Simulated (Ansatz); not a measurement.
Relaxed-ion elastic tensor of IrO$_{2}$ (rutile, P4_2/mnm) in GPa (Voigt order), DFT-LDA in the program Ansatz with PAW potentials; density 12.08 g/cm³, 10.27 Å³ per atom.

```
354  304  234  0.0  0.0  0.0
304  354  234  0.0  0.0  0.0
234  234  714  0.0  0.0  0.0
0.0  0.0  0.0  114  0.0  0.0
0.0  0.0  0.0  0.0  114  0.0
0.0  0.0  0.0  0.0  0.0  250
```

### Question
Is the crystal mechanically stable?

### Answer
Yes: the smallest eigenvalue of C is 49.3 GPa.

### Question
Work out the Voigt, Reuss and Hill averages.

### Answer
K_V = 329, K_R = 313, K_H = 321; G_V = 139, G_R = 74.0, G_H = 107 GPa.

### Question
Give Young's modulus, Poisson's ratio, Pugh's ratio and the universal anisotropy index.

### Answer
E = 9KG/(3K + G) = 288 GPa; ν = 0.35; K/G = 3.01 (ductile by the Pugh limit of 1.75); A_U = 5G_V/G_R + K_V/K_R − 6 = 4.45.

### Question
Estimate the sound speeds and the Debye temperature.

### Answer
v_l = √((K + 4G/3)/ρ) = 6190 m/s, v_t = √(G/ρ) = 2970 m/s, mean 3340 m/s; Θ = (h/k)(3n/4πV)^(1/3) v_m = 457 K.

### Question
How much does each axis shrink under pressure?

### Answer
Linear compressibilities β_i = Σ_j S_ij (j = 1 to 3): x 1.3, y 1.3, z 0.53 per TPa.

The LDA relaxation kept the symmetry of its start. The run is not spin-polarised. As this level gives no gap, shear constants depend on the k-mesh and smearing (Fermi–Dirac, 0.1 eV here). Spin–orbit coupling is left out wherever it is not named.

Potentials: the earlier of the program's two PAW sets. The files were generated under PBE; for other functionals the program regenerates the frozen cores, and for LDA and PBEsol the local potential too.
